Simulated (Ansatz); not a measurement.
Relaxation of a relaxed Ag cell shaken by Gaussian noise of σ = 0.08 Å a coordinate; 8 atoms in the cell, which starts as P1 (No. 1), aP8; a = b = c = 5.2268 Å, α = β = γ = 90.00°. Calculation: r2SCAN (plane waves to 500 eV, PAW, scalar-relativistic; Ansatz, a quantum-chemistry and plane-wave program). Γ-centred k-mesh 6×6×6 on the run's cell (coarser than for final values), Fermi–Dirac smearing 0.05 eV. This is the first round of the run. 

The optimiser's lines from the output (shortened; P is positive under compression):

```
relax step   1: F+E_penalty+E_count = -60831.02627050 eV  Δ(F+E_penalty+E_count) = +0.000e0 eV  max|allowed force component| = 1.302e0 eV/Å  Δτ_max = 0.0000 Å  P = +1.435 GPa  Ω = 142.795 Å³  (9 SCF iters, dr2 threshold 1.00e-7 eV, accepted)
relax step   2: F+E_penalty+E_count = -60831.23327145 eV  Δ(F+E_penalty+E_count) = -2.070e-1 eV  max|allowed force component| = 6.734e-1 eV/Å  Δτ_max = 0.1473 Å  P = +1.510 GPa  Ω = 141.209 Å³  (10 SCF iters, dr2 threshold 8.00e-7 eV, accepted)
relax step   3: F+E_penalty+E_count = -60831.34190060 eV  Δ(F+E_penalty+E_count) = -1.086e-1 eV  max|allowed force component| = 5.801e-2 eV/Å  Δτ_max = 0.0903 Å  P = -0.288 GPa  Ω = 143.606 Å³  (10 SCF iters, dr2 threshold 8.00e-7 eV, accepted)
relax step   4: F+E_penalty+E_count = -60831.41242953 eV  Δ(F+E_penalty+E_count) = -7.053e-2 eV  max|allowed force component| = 1.224e-1 eV/Å  Δτ_max = 0.1539 Å  P = -0.234 GPa  Ω = 143.941 Å³  (10 SCF iters, dr2 threshold 7.86e-7 eV, accepted)
relax step   5: F+E_penalty+E_count = -60831.45194540 eV  Δ(F+E_penalty+E_count) = -3.952e-2 eV  max|allowed force component| = 5.686e-3 eV/Å  Δτ_max = 0.1090 Å  P = -0.009 GPa  Ω = 144.015 Å³  (9 SCF iters, dr2 threshold 8.00e-7 eV, accepted)
relax step   6: F+E_penalty+E_count = -60831.45330306 eV  Δ(F+E_penalty+E_count) = -1.358e-3 eV  max|allowed force component| = 1.090e-2 eV/Å  Δτ_max = 0.0471 Å  P = +0.009 GPa  Ω = 144.008 Å³  (10 SCF iters, dr2 threshold 6.80e-7 eV, accepted)
relax step   7: F+E_penalty+E_count = -60831.45550655 eV  Δ(F+E_penalty+E_count) = -2.203e-3 eV  max|allowed force component| = 2.485e-3 eV/Å  Δτ_max = 0.0332 Å  P = +0.002 GPa  Ω = 144.026 Å³  (10 SCF iters, dr2 threshold 2.53e-7 eV, accepted)
relax step   8: F+E_penalty+E_count = -60831.45561347 eV  Δ(F+E_penalty+E_count) = -1.069e-4 eV  max|allowed force component| = 8.522e-4 eV/Å  Δτ_max = 0.0101 Å  P = +0.001 GPa  Ω = 144.006 Å³  (10 SCF iters, dr2 threshold 2.96e-9 eV, accepted)
relax step   9: F+E_penalty+E_count = -60831.45560465 eV  Δ(F+E_penalty+E_count) = +8.815e-6 eV  max|allowed force component| = 2.799e-3 eV/Å  Δτ_max = 0.0014 Å  P = -0.006 GPa  Ω = 144.010 Å³  (10 SCF iters, rejected (line search))
relax step  10: F+E_penalty+E_count = -60831.45562014 eV  Δ(F+E_penalty+E_count) = -6.672e-6 eV  max|allowed force component| = 1.302e-3 eV/Å  Δτ_max = 0.0013 Å  P = +0.005 GPa  Ω = 144.001 Å³  (10 SCF iters, accepted)
relax step  11: F+E_penalty+E_count = -60831.45995237 eV  Δ(F+E_penalty+E_count) = -4.332e-3 eV  max|allowed force component| = 1.301e-3 eV/Å  Δτ_max = 0.0000 Å  P = +0.021 GPa  Ω = 144.001 Å³  stress off target by 5.23e-2 GPa  SCF on the basis re-selected at this cell (its energy is not comparable with the rows above)  (7 SCF iters)
relax step  12: F+E_penalty+E_count = -60831.45996716 eV  Δ(F+E_penalty+E_count) = -1.478e-5 eV  max|allowed force component| = 1.503e-4 eV/Å  Δτ_max = 0.0005 Å  P = +0.001 GPa  Ω = 144.034 Å³  (5 SCF iters, dr2 threshold 6.83e-9 eV, accepted)
relax step  13: F+E_penalty+E_count = -60831.45998347 eV  Δ(F+E_penalty+E_count) = -1.631e-5 eV  max|allowed force component| = 1.544e-4 eV/Å  Δτ_max = 0.0000 Å  P = +0.001 GPa  Ω = 144.034 Å³  stress off target by 2.37e-3 GPa  SCF on the basis re-selected at this cell (its energy is not comparable with the rows above)  (5 SCF iters)
```

From the first to the last row the energy changes by -0.05 eV/atom and the volume by +0.9 %. The last row is marked as not comparable with the walk above it, whose basis was carried along; it does compare with step 1, since both stand on a basis selected at the nominal cutoff for their own cell.

Step 9 was rejected by the optimiser.

Later rounds, restarted from the end of this one on a renewed k-mesh, logged 5 more steps and released under 0.01 eV/atom more. The final structure after all rounds: R-3c, hexagonal axes (No. 167), hR8; a = b = 7.742 Å, c = 8.325 Å, α = β = 90.00°, γ = 120.00°. Between re-selections the logged energies stand on a plane-wave basis carried along with the cell. No spin polarisation in the result.

The relaxed structure here is a generated cell of Ag: the first start was made by placing the elements on the sites of a structure type, and the end was not matched to a known phase here, so it may be hypothetical. Known forms of Ag include space group No. 225.
